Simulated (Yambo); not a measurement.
**Optical response of RbScS₂O₈**

```
RbScS2O8
1.0
    5.05963     0.00000     0.00000
   -2.52981     4.38177     0.00000
    0.00000     0.00000     8.76851
O S Sc Rb
8 2 1 1
Direct
  0.09596   0.36174   0.15138
  0.63826   0.73422   0.15138
  0.26578   0.90404   0.15138
  0.36174   0.09596   0.84862
  0.73422   0.63826   0.84862
  0.90404   0.26578   0.84862
  0.33333   0.66667   0.37682
  0.66667   0.33333   0.62318
  0.33333   0.66667   0.21060
  0.66667   0.33333   0.78940
  0.00000   0.00000   0.00000
  0.00000   0.00000   0.50000
```

Yambo, RPA with local fields on PBEsol bands shifted by a G0W0 scissor of 3.73 eV; 6×6×2 mesh, 153 bands, 3 Ry local-field block, 0.2 eV broadening; field along x.

```tsv
E (eV)	Im ε	Re ε	Im ε, independent particles
0.0	0.00	2.16	0.00
0.4	0.00	2.16	0.00
0.8	0.00	2.17	0.00
1.1	0.00	2.17	0.00
1.5	0.00	2.18	0.00
1.9	0.00	2.18	0.01
2.2	0.01	2.19	0.01
2.6	0.01	2.21	0.01
3.0	0.01	2.22	0.01
3.4	0.01	2.24	0.01
3.8	0.01	2.26	0.01
4.1	0.01	2.28	0.01
4.5	0.02	2.31	0.02
4.9	0.02	2.34	0.02
5.2	0.02	2.37	0.02
5.6	0.03	2.42	0.03
6.0	0.03	2.47	0.03
6.4	0.04	2.54	0.04
6.8	0.05	2.62	0.05
7.1	0.07	2.73	0.07
7.5	0.11	2.89	0.12
7.9	0.23	3.16	0.24
8.2	0.73	3.49	0.76
8.6	1.47	2.93	1.39
9.0	1.14	2.29	1.05
9.4	0.60	2.53	0.58
9.8	1.09	3.03	1.11
10.1	1.44	2.75	1.48
10.5	1.63	2.04	1.48
10.9	0.94	2.07	0.80
11.2	0.90	2.57	0.80
11.6	1.59	2.86	1.51
12.0	1.89	1.95	1.90
12.4	1.45	1.80	1.76
12.8	1.51	1.98	2.23
13.1	1.38	1.72	2.29
13.5	1.28	1.86	2.31
13.9	1.39	1.93	2.22
14.2	1.60	1.74	2.10
14.6	1.40	1.67	1.81
15.0	1.48	1.64	1.95
15.4	1.42	1.70	1.91
15.8	1.99	1.69	2.56
16.1	1.51	0.90	2.08
16.5	1.16	1.23	1.54
16.9	1.34	1.34	1.47
17.2	1.37	1.26	1.35
17.6	1.39	1.05	1.28
18.0	1.05	1.01	1.16
18.4	0.97	1.25	1.36
18.8	1.14	1.37	1.79
19.1	1.21	1.30	1.90
19.5	1.16	1.21	1.84
19.9	1.20	1.26	2.22
```

Structure narrower than a few tenths of an eV can come from the finite k mesh. Convergence of the RPA response with its 6×6×2 mesh was not tested. The scissor comes from a G0W0 run whose convergence isn't established. No excitonic effects at this level.

Geometry of the Materials Project entry, not relaxed at this level.

The structure is a Materials Project entry; no match was found in the copy of COD used, and its stability was not checked.
